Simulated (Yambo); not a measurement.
ZnS (zinc blende, space group F-43m, No. 216): a test of whether the lowest BSE state is resolved, against the k mesh (Yambo, PBEsol bands; otherwise 3 valence and 1 conduction bands, static screening with 27 bands and a 4 Ry block, scissor 1.34 eV, Tamm-Dancoff).

| k mesh | direct gap (eV) | lowest state (eV) | difference (eV) | k points taking part | rough cost |
|---|---|---|---|---|---|
| 4×4×4 | 3.43 | 3.10 | 0.34 | 1.0 | about 1/20 |
| 6×6×6 | 3.43 | 3.14 | 0.29 | 1.0 | about 1/7 |
| 8×8×8 | 3.43 | 3.20 | 0.23 | 1.0 | about 1/3 |
| 10×10×10 | 3.43 | 3.24 | 0.19 | 1.0 | 1 |

The last step moves the difference by 0.04 eV. Even the densest mesh doesn't resolve the state: none of these energies is a result, and the difference is no binding energy.

These are vertical excitations (zero momentum). The scissor comes from a G0W0 run whose convergence isn't established; costs are rough.

Geometry relaxed with PBEsol; primitive cell a = 3.787 Å, b = 3.787 Å, c = 3.787 Å, α = 60.00°, β = 60.00°, γ = 60.00°.
